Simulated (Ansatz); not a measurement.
Ansatz (an electronic-structure program) input:

Ansatz 0.2 input:
```yaml
crystal:
  lattice:
    - [-2.5189759149, 2.5189759149, 8.9461400985]
    - [2.5189759149, -2.5189759149, 8.9461400985]
    - [2.5189759149, 2.5189759149, -8.9461400985]
  atoms:
    - { symbol: Sr, position: [0.5, 0.0, 0.5] }
    - { symbol: Sr, position: [0.0, 0.5, 0.5] }
    - { symbol: Sr, position: [0.3226703338, 0.3226703338, 0.0] }
    - { symbol: Sr, position: [0.6773296662, 0.6773296662, 0.0] }
    - { symbol: Bi, position: [0.135221044, 0.135221044, 0.0] }
    - { symbol: Bi, position: [0.864778956, 0.864778956, 0.0] }
kpoints:
  mp_grid: { grid: [12, 12, 12] }
basis: { xc_grid: 2, fft_grid_basis: typed }
hamiltonian:
  xc: pbesol
  pseudopotentials: { kind: paw }
scf:
  occupations: { method: gaussian, width: 0.1 }
checkpoint: { read: metal.run }
output: { write_density: true, elf: true, volumetric_format: npy }
```

Output (shortened):

```
Pseudopotentials: kind: paw
Pseudopotential: Sr, paw, valence charge 10
Pseudopotential: Bi, paw, valence charge 15
Functional definition: PBEsol
Crystal: 6 atoms, lattice volume = 227.062 Å³
Basis set: ecut = 420 eV, 4433 PW (Γ), exchange–correlation on 144×144×144 points (8 copies of the dense FFT grid, shifted against one another)
Bands: 42, of which v1, the nominal top of the filled ones, is band 35 counted from 1 (34 counted from 0)
Symmetry: 16 space group operations
Space group: I4/mmm (ITA 139), of the structure as read, at distance tolerance 6.1e-5 Å
k-points: 163 of 1728
PAW frozen core: Sr, regenerated for the run's functional, and the local potential with it
PAW frozen core: Bi, regenerated for the run's functional, and the local potential with it
Initial density: read from a saved state, or passed on in memory by an earlier SCF of this step, an earlier step, the calling program or the single point that …
Stability of the state it starts from, as read at its close in the unpolarized treatment …
Initial wavefunctions: pseudopotential atomic-orbital guess
Eigensolver: davidson
Functional: x = pbesol(κ = 0.804, μ = 0.12345679012345678), c = pbesol(β = 0.046)
iter 1 solved again at ethr=1.14e-6 eV; its pass at ethr=3.10e-3 eV (dr2=7.97e-4 eV) is discarded
SCF iter   1: F=—  HF=-38457.656038 eV  |F-HF|=—  |Δ(HF+E_count)|=         —  Δρ=1.81e-6  dr2=6.39e-9  ethr=1.14e-6  ⟨swp⟩=3.8  Hψ=56631  notcnv=0
all-band conjugate gradients solve this SCF's bands
preconditioner: auto → Kerker (q_TF=auto, 2.242 Å⁻¹)
SCF iter   2: F=—  HF=-38457.655838 eV  |F-HF|=—  |Δ(HF+E_count)|=   2.00e-4  Δρ=7.71e-7  dr2=6.97e-10  ethr=9.14e-12  ⟨swp⟩=11.1  Hψ=35797  notcnv=0
SCF iter   3: F=-38457.655838 eV  HF=-38457.655838 eV  |F-HF|=8.73e-11  |Δ(HF+E_count)|=  7.28e-11  Δρ=5.43e-7  dr2=4.17e-10  ethr=1.00e-12  ⟨swp⟩=1.5  Hψ=14876  notcnv=0
SCF 1 converged in 3 iterations: F = -38457.655838 eV  dr2 = 4.17e-10
SCF converged after 3 iterations
Free energy (F): -38457.655838 eV
Harris-Foulkes:  -38457.655838 eV  (|F-HF|=8.73e-11)
Internal energy: -38457.645389 eV  (E = F + TS)
E sigma→0 (E₀):  -38457.650614 eV
Entropy (-TS):   -0.010449 eV (-1.741 meV/atom)
Fermi energy:    8.336736 eV
--- Per-component energies (eV) ---
  E_band       = -653.343805
  E_kinetic    = 1587.435975
  E_local      = -6123.367199  (includes V_loc(G=0)·N_el)
  E_nonlocal   = 1932.730024
  E_hartree    = 1812.071100
  E_xc         = -984.531236
  E_vxc        = -931.485593  (∫ρ·V_xc dr)
  E_paw        = -31598.924372  (= ΣΔE_a)
  E_vpaw       = -742.798358  (= ΣTr[D̂ρ^β])
  E_aug_tail   = -0.000944  (compensation charges beyond the density's cutoff)
  E_ewald      = -5083.775631
  E_core_change = 0.716894  (= ΣΔE_core)
  E_smearing   = -0.010449  (= −TS)
  E_closure    =  0.000000  (closes the sum)
  Σ components = -38457.655838   (vs F -38457.655838, Δ=0.00e0)
  [band-id]    e_kinetic+e_local+e_nonlocal+2·e_hartree+e_vxc+e_vpaw+e_augmentation_tail = -653.343895   (vs E_band -653.343805, Δ=-8.97e-5)
--- Band table (eV; the first three rows and the last of 163) ---
  k-point 0: bands = ["-27.9220", "-27.9153", "-27.6389", "-27.5432", "-13.8239", "-13.8176", "-13.8163", "-13.8163", "-13.8138", "-13.8138", "-13.8112", "-13.8108", "-13.8079", "-13.8052", "-9.9849", "-9.9677", "-9.9677", "-9.9632", "-9.9581", "-9.9581", "-9.8858", "-9.8858", "-9.6844", "-9.5645", "-9.4285", "-9.4285", "-2.3790", "-2.0245", "4.7434", "6.5412", "6.7746", "6.7746", "6.9221", "7.3013", "7.3013", "8.7405", "8.8141", "9.1623", "9.2291", "9.4975", "9.5344", "9.7325"]
  k-point 1: bands = ["-27.9217", "-27.9154", "-27.6357", "-27.5464", "-13.8239", "-13.8177", "-13.8161", "-13.8160", "-13.8140", "-13.8139", "-13.8116", "-13.8112", "-13.8074", "-13.8050", "-9.9935", "-9.9892", "-9.9608", "-9.9493", "-9.9463", "-9.9442", "-9.8925", "-9.8697", "-9.6816", "-9.5685", "-9.4706", "-9.4248", "-2.3431", "-2.0170", "4.8299", "6.3175", "6.5718", "6.6919", "6.8822", "7.0667", "7.3571", "8.8399", "8.9879", "9.2478", "9.5583", "9.5984", "9.6252", "9.8521"]
  k-point 2: bands = ["-27.9208", "-27.9158", "-27.6269", "-27.5551", "-13.8238", "-13.8179", "-13.8155", "-13.8154", "-13.8146", "-13.8141", "-13.8124", "-13.8119", "-13.8062", "-13.8044", "-10.0143", "-10.0006", "-9.9681", "-9.9353", "-9.9299", "-9.9239", "-9.9107", "-9.7939", "-9.6729", "-9.5819", "-9.5793", "-9.4145", "-2.2502", "-2.0030", "5.0704", "5.8937", "6.2080", "6.5120", "6.6194", "6.7815", "7.5529", "9.0279", "9.2147", "9.3591", "9.4034", "10.0255", "10.2115", "10.2350"]
  k-point 162: bands = ["-27.9216", "-27.9156", "-27.6389", "-27.5432", "-13.8211", "-13.8204", "-13.8175", "-13.8175", "-13.8125", "-13.8125", "-13.8111", "-13.8109", "-13.8077", "-13.8054", "-10.0022", "-9.9911", "-9.9911", "-9.9303", "-9.9170", "-9.9170", "-9.9032", "-9.9032", "-9.7016", "-9.5645", "-9.4288", "-9.4288", "-2.2496", "-2.1572", "4.9600", "5.9853", "6.7471", "6.7471", "6.9654", "7.2886", "7.2886", "8.4112", "9.1831", "9.1929", "9.2645", "9.9904", "10.2094", "10.2094"]
  band table: 42 of 42 bands, residual norms ≤ 1.0e-3 eV
```

Cost: about 2.2 core-minutes (a rough figure) on shared cores.

The workflow started from an entry of the Crystallography Open Database (COD). Whether it is the stable phase at ambient conditions was not checked. The PBEsol relaxation kept the symmetry of its start; whether a distortion lowers the energy is not shown. Axis ratios of metals converge slowly with the k-mesh, so a and c are less sure than the volume. Spin–orbit coupling is left out wherever it is not named.

Potentials: the later of the program's two PAW sets.

Ansatz is a plane-wave DFT program.
